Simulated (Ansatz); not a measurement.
ZrTa:
```yaml
crystal:
  lattice:
    - [0.00000, 2.82133, 2.82133]
    - [2.82133, 0.00000, 2.82133]
    - [2.82133, 2.82133, 0.00000]
  atoms:
    - { symbol: Ta, position: [0.00000, 0.00000, 0.00000] }
    - { symbol: Zr, position: [0.50000, 0.50000, 0.50000] }
```

Relaxed with r²SCAN. Special points in fractions of this cell's reciprocal vectors: Γ (0.000, 0.000, 0.000); X (0.500, 0.000, 0.500); U (0.625, 0.250, 0.625); K (0.375, 0.375, 0.750); L (0.500, 0.500, 0.500); W (0.500, 0.250, 0.750).

Q: List the band energies nearest the Fermi level at these points for DFT-r²SCAN with spin–orbit coupling in the program Ansatz with PAW potentials.

A: In eV from the Fermi level; about four levels below and three above (degenerate sets whole), none deeper than 8.9 eV; points with the same levels are listed once.

```tsv
k	below	above
Γ	-1.79 -1.79 -1.79 -1.79 -1.65 -1.65	6.29 6.29 6.29 6.29
X	-1.25 -1.25 -0.72 -0.72	0.14 0.14 2.51 2.51
U	-0.98 -0.98 -0.44 -0.44	1.77 1.77 3.21 3.21
L	-2.71 -2.71 -2.29 -2.29	0.28 0.28 0.58 0.58
W	-1.98 -1.98 -1.25 -1.25	0.77 0.77 1.25 1.25
```

Space group Fm-3m (rock salt). The start of the workflow was typed in or built on a structure type; neither database checked (COD, Materials Project) lists it. Whether it is the stable phase at ambient conditions was not checked. The cell was relaxed with r²SCAN under the symmetry of its start. At this level the phase is mechanically unstable. The run is not spin-polarised. Its formation energy is positive at this level, so the cell may be metastable or incomplete.

Potentials: the later of the program's two PAW sets.
